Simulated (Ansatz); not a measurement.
HfO₂:
```cif
data_Hf2O4
_chemical_formula_sum 'Hf2 O4'
_space_group_name_H-M_alt 'P 1'
_space_group_IT_number 1
_cell_length_a 3.57679
_cell_length_b 3.57679
_cell_length_c 5.20265
_cell_angle_alpha 90.000
_cell_angle_beta 90.000
_cell_angle_gamma 90.000
loop_
_space_group_symop_operation_xyz
  'x, y, z'
loop_
_atom_site_label
_atom_site_type_symbol
_atom_site_fract_x
_atom_site_fract_y
_atom_site_fract_z
_atom_site_occupancy
Hf1 Hf 0.00000 0.00000 0.00000 1
Hf2 Hf 0.50000 0.50000 0.50000 1
O1 O 0.00000 0.50000 0.19615 1
O2 O 0.00000 0.50000 0.69615 1
O3 O 0.50000 0.00000 0.30385 1
O4 O 0.50000 0.00000 0.80385 1
```

Relaxed with r²SCAN. Plane-wave PAW r²SCAN (Ansatz code) gives a gap of 5.27 eV.

### Question
What gap does HSE06 give on the same cell (Ansatz, PAW)?

### Answer
6.37 eV, 1.10 eV more. The hybrid was solved on a coarser mesh and at special points; its gap is the smallest among all of these.

| k | v1 r²SCAN | c1 r²SCAN | v1 HSE06 | c1 HSE06 |
|---|---|---|---|---|
| Γ | -0.07 | 5.27 | -0.08 | 6.37 |
| Z | 0.00 | 5.92 | … | … |
| M | -0.51 | 6.30 | … | … |
| A | -0.02 | 6.46 | … | … |
| R | -0.94 | 5.77 | -1.03 | 6.96 |
| X | -0.15 | 5.63 | … | … |

### Question
Top valence (v1) and lowest conduction level (c1) in eV from each method's valence maximum (which need not be a listed point): supply the withheld HSE06 values.

### Answer

- M, v1 HSE06: -0.55
- M, c1 HSE06: 7.47
- A, v1 HSE06: -0.04
- A, c1 HSE06: 7.74
- X, v1 HSE06: -0.18
- X, c1 HSE06: 6.80
- Z, v1 HSE06: 0.00
- Z, c1 HSE06: 7.13

Cost on shared cores: the r²SCAN run (SCF on a 8×8×6 mesh, then bands and DOS) about 2.0 core-minutes (a rough figure), the HSE06 run (SCF on 5×5×3, then a few points) roughly 2.9 core-minutes; the tasks are unlike.

Space group P4_2/nmc. This is a known high-temperature phase of the composition, computed here at zero pressure and temperature. The cell was relaxed with r²SCAN under the symmetry of its start; of distortions, only those at the zone centre were tested. The run is not spin-polarised. Spin–orbit coupling is left out wherever it is not named.

Potentials: the later of the program's two PAW sets.
